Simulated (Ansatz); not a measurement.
WC in space group Pnma (No. 62; W on 4c, C on 4c) at seven volumes, PBE in the plane-wave PAW code Ansatz, shape and atoms relaxed at each. One row is withheld.

```json
[
 {"V (Å³/atom)": "10.033", "P (GPa)": "28.52"},
 {"V (Å³/atom)": "10.364", "P (GPa)": "18.00"},
 {"V (Å³/atom)": "10.695", "P (GPa)": "8.44"},
 {"V (Å³/atom)": "11.026", "P (GPa)": "-0.01"},
 {"V (Å³/atom)": "11.356", "P (GPa)": "-7.14"},
 {"V (Å³/atom)": "11.687", "P (GPa)": "?"},
 {"V (Å³/atom)": "12.018", "P (GPa)": "-17.73"}
]
```

Task: Fit the shown pressures and predict the withheld one.

Result: P = (3/2)B₀(x^(7/2) − x^(5/2))[1 + (3/4)(B′ − 4)(x − 1)] with x = (V₀/V)^(2/3). Least squares on the six rows gives V₀ = 11.032 Å³/atom, B₀ = 249 GPa, B′ = 4.10. At V = 11.687, x = 0.9623 and P = -12.76 GPa. The run itself gave -13.18 GPa.

A made-up cell: these elements were put on the sites of a structure type; neither database checked (COD, Materials Project) lists it. It is not the phase usual at ambient conditions (space group No. 187). The PBE relaxation kept the symmetry of its start; its stability against distortions is not shown here. The run is not spin-polarised. Scalar-relativistic: spin–orbit coupling is off unless named, which matters more the heavier the elements.

Potentials: the later of the program's two PAW sets.
